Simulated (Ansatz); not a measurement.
These are results of Ansatz, DFT PBE, scalar-relativistic, plane waves, PAW, and for the lanthanide a 4f-in-core norm-conserving potential, not measurements. Cutoff 690 eV, Γ-centred meshes of about 0.25 Å⁻¹ or finer for metals and 0.3 Å⁻¹ for insulators (2π included), Gaussian smearing. No spin polarisation.

All energies are static (0 K, no zero-point motion).

Two forms of Sr4TmSi were relaxed alike.

A.

```yaml
crystal:
  lattice:
    - [5.35113, 0.00000, 0.00000]
    - [0.00000, 5.35113, 0.00000]
    - [0.00000, 0.00000, 9.44858]
  atoms:
    - { symbol: Sr, position: [0.50000, 0.00000, 0.79967] }
    - { symbol: Sr, position: [0.00000, 0.50000, 0.20033] }
    - { symbol: Sr, position: [0.50000, 0.00000, 0.20033] }
    - { symbol: Sr, position: [0.00000, 0.50000, 0.79967] }
    - { symbol: Tm, position: [0.50000, 0.50000, 0.50000] }
    - { symbol: Si, position: [0.00000, 0.00000, 0.00000] }
```

B.

```yaml
crystal:
  lattice:
    - [5.94464, 0.00000, 0.00000]
    - [-2.97232, 5.14821, 0.00000]
    - [0.00000, 0.00000, 6.95206]
  atoms:
    - { symbol: Sr, position: [0.33333, 0.66667, 0.24614] }
    - { symbol: Sr, position: [0.33333, 0.66667, 0.75386] }
    - { symbol: Sr, position: [0.66667, 0.33333, 0.75386] }
    - { symbol: Sr, position: [0.66667, 0.33333, 0.24614] }
    - { symbol: Tm, position: [0.00000, 0.00000, 0.50000] }
    - { symbol: Si, position: [0.00000, 0.00000, 0.00000] }
```

Task: Which would you expect to be lower, and how large is the difference?

Result: They are level within the accuracy (2 meV/atom apart, with A the lower in these runs). A has space group P4/mmm (No. 123), 45.1 Å³/atom and no gap on its mesh; B has space group P6/mmm (No. 191), 35.5 Å³/atom and no gap. Counting Sr or Tm atoms around Si (for each partner element, those within 1.25 times its shortest distance or 1.15 times the sum of covalent radii, where it is the nearest in units of that sum or under 1.3), A has Si 8 and B has Si 14. Even the lower one lies +0.25 eV/atom against the reference forms of the elements (uncorrected), so neither is stable at this level. Both come from trial cells of a structure search, whose lowest cell (R-3m, 41.9 Å³/atom) lies 77 meV/atom below the lower of the two.

For metals, differences of a few meV/atom aren't resolved. Cells relaxed within their symmetry can be saddle points. Some structure types and database cells were kept out of the candidates from the start, so a known form may be missing.

The lanthanide is trivalent by construction, without f bands, f moments or other valences.
